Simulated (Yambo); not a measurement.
Ba$_{3}$ZnN$_{2}$O (space group P4/mmm, No. 123), G0W0@LDA (Yambo, plasmon pole, terminator in G, 4×4×1 mesh): gap Γ → Γ in eV by bands and screening block.

```csv
bands (W and G),2 Ry,3 Ry,4 Ry,6 Ry,7 Ry
62,1.81,1.77,1.79,1.79,1.81
93,1.55,1.52,1.57,1.59,1.61
134,1.42,___,1.50,1.53,1.57
184,1.37,1.36,1.45,1.50,1.54
235,1.36,1.34,___,___,1.53
```

**Question.** Estimate the withheld gaps from their neighbours; the computed values follow.

**Answer.** 
- 134, 3 Ry: 1.41
- 235, 4 Ry: 1.44
- 235, 6 Ry: 1.49

The largest settings aren't shown to be the converged limit.

Geometry of the Materials Project entry, not relaxed at this level; primitive cell a = b = 4.1498 Å, c = 9.2928 Å, α = β = γ = 90.00°.

The structure is a Materials Project entry; no match was found in the copy of COD used, and its stability was not checked.
